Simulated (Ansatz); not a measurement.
The relaxed structure here is a generated cell of Hf: the first start was made by a random draw of sites in a space group, and the end was not matched to a known phase here, so it may be hypothetical. Known forms of Hf include space group No. 194.

A relaxed cell of Hf (I4/mmm (No. 139)), relaxed on a k-mesh at least as fine as the one used below. Method: r2SCAN (plane waves to 500 eV, PAW, scalar-relativistic; Ansatz, a first-principles code). Γ-centred k-mesh 7×13×12 on the run's cell (coarser than for final values), Fermi–Dirac smearing 0.05 eV.

```yaml
crystal:
  lattice:
    - [-3.71986, 3.71986, 3.20397]
    - [1.85993, -1.85993, 1.60198]
    - [1.85993, 1.85993, -1.60198]
  atoms:
    - { symbol: Hf, position: [0.00000, 0.00000, 0.00000] }
    - { symbol: Hf, position: [0.50000, 0.00000, 0.00000] }
```

The atoms are displaced by (Å):

```json
[
 {"atom": "Hf1", "ux": "0.029", "uy": "0.122", "uz": "-0.001"},
 {"atom": "Hf2", "ux": "0.082", "uy": "0.013", "uz": "-0.091"}
]
```

Problem. What forces (eV/Å) and pressure result?

Solution. 
| atom | Fx | Fy | Fz |
|---|---|---|---|
| Hf1 | 0.21 | -0.28 | -0.17 |
| Hf2 | -0.21 | 0.28 | 0.17 |

Pressure +0.4 GPa.

The undisplaced cell is probably no minimum: from this displacement the run went on to P6₃/mmc (No. 194), 0.18 eV/atom below it.

No spin polarisation in the result.
